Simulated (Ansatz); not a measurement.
Hf (diamond, Fd-3m) under volume change, r²SCAN in the plane-wave PAW code Ansatz, scaled uniformly.

| V (Å³/atom) | E − E(relaxed) (meV/atom) | P (GPa) |
|---|---|---|
| 30.631 | 23.1 | 2.49 |
| 31.641 | 10.2 | 1.63 |
| 32.651 | 2.5 | 0.81 |
| 33.661 | 0.0 | 0.01 |
| 34.671 | 2.3 | -0.71 |
| 35.681 | 8.8 | -1.35 |
| 36.690 | 19.3 | -1.98 |

**Question.** What does a third-order Birch–Murnaghan fit give for V₀, B₀ and B′?

**Answer.** V₀ = 33.69 Å³/atom, B₀ = 24.9 GPa, B′ = 1.4.

The start of the workflow was typed in or built on a structure type; neither database checked (COD, Materials Project) lists it. It is not the phase usual at ambient conditions (space group No. 194). The cell was relaxed with r²SCAN under the symmetry of its start; whether a distortion lowers the energy is not shown. The run is not spin-polarised. Scalar-relativistic: spin–orbit coupling is off unless named, which matters more the heavier the elements.

Potentials: the earlier of the program's two PAW sets.
